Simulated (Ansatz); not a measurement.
Here is the system:

LaGe₂Pd₂:
```yaml
crystal:
  lattice:
    - [-2.19554, 2.19554, 5.05179]
    - [2.19554, -2.19554, 5.05179]
    - [2.19554, 2.19554, -5.05179]
  atoms:
    - { symbol: La, position: [0.00000, 0.00000, 0.00000] }
    - { symbol: Ge, position: [0.62409, 0.62409, 0.00000] }
    - { symbol: Ge, position: [0.37591, 0.37591, 0.00000] }
    - { symbol: Pd, position: [0.25000, 0.75000, 0.50000] }
    - { symbol: Pd, position: [0.75000, 0.25000, 0.50000] }
```

This is the r²SCAN-relaxed structure.

All from r²SCAN (plane waves, PAW; program Ansatz), unless another level is named. Predict the electronic character.

metallic (no gap).

Next, the formation energy from the elements (no fitted shifts)?

-0.89 eV/atom.

Next, the density of states at the Fermi level?

0.53 states/eV per atom (mean over ±0.08 eV).

Space group I4/mmm. The workflow started from a Materials Project entry (that database holds measured and hypothetical structures alike); the Crystallography Open Database copy checked does not list it. Whether it is the stable phase at ambient conditions was not checked. Symmetry was held in the r²SCAN relaxation; its stability against distortions is not shown here. No spin polarisation was allowed. The references are the lowest solids computed at this level, not always the standard phases. Spin–orbit coupling is left out wherever it is not named.

Potentials: the earlier of the program's two PAW sets.
